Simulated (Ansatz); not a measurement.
Relaxing a structure of TiO

The start is a generated cell, TiO built in the AFLOW prototype AB_hP8_186_ab_ab (B5, as in SiC). A full variable-cell relaxation at zero pressure is run with PBE (plane waves to 420 eV, PAW, scalar-relativistic; Ansatz, a program for electronic structure). The first steps use a coarse 9×9×3 k-mesh.

Input geometry:
```
TiO
1.0
    3.05392     0.00000     0.00000
   -1.52696     2.64477     0.00000
    0.00000     0.00000     9.99776
Ti O
4 4
Direct
  0.00000   0.00000   0.00000
  0.00000   0.00000   0.50000
  0.66667   0.33333   0.75018
  0.33333   0.66667   0.25018
  0.00000   0.00000   0.81216
  0.00000   0.00000   0.31216
  0.66667   0.33333   0.56329
  0.33333   0.66667   0.06329
```

```json
{
 "initial_pressure": "+56 GPa (positive: the cell is compressed)",
 "largest_initial_force": "about 1.5 eV/Å, on O5, O6 (atoms numbered as listed)",
 "outcome": "The space group stays P6₃mc (No. 186) (the run could not lower it); the end is AFLOW prototype AB_hP8_186_ab_ab (B5, as in SiC), with 8 atoms in the primitive cell",
 "energy_released": "0.44 eV/atom",
 "volume_change": "+23.4 %, from 10.09 to 12.45 Å³/atom",
 "Shortest distances (start → end)": "The closest pairs of elements (up to four, under 3.6 Å), start → end: O–Ti 1.87 → 1.90 Å; O–O 3.05 → 2.93 Å; Ti–Ti 3.05 → 3.02 Å",
 "band_gap_at_the_end": "zero (metallic)",
 "optimiser_moves": "20"
}
```

It ends as:

Space group P6₃mc (No. 186); a = b = 3.2484 Å, c = 10.9000 Å, α = β = 90.00°, γ = 120.00°

| atom | site | symmetry | x | y | z |
|---|---|---|---|---|---|
| Ti | 2a | 3m. | 0.0000 | 0.0000 | 0.4851 |
| Ti | 2b | 3m. | 0.3333 | 0.6667 | 0.2675 |
| O | 2a | 3m. | 0.0000 | 0.0000 | 0.1643 |
| O | 2b | 3m. | 0.3333 | 0.6667 | 0.4575 |

Final values are on a 16×16×5 k-mesh of the relaxed cell. No spin polarisation in the result. No Hubbard U is applied.

The run could not lose the symmetry of its start: the end is stationary, and may be a saddle point rather than a minimum.

The relaxed structure here is a generated cell of TiO: the first start was made by placing the elements on the sites of a structure type, and the end was not matched to a known phase here, so it may be hypothetical.
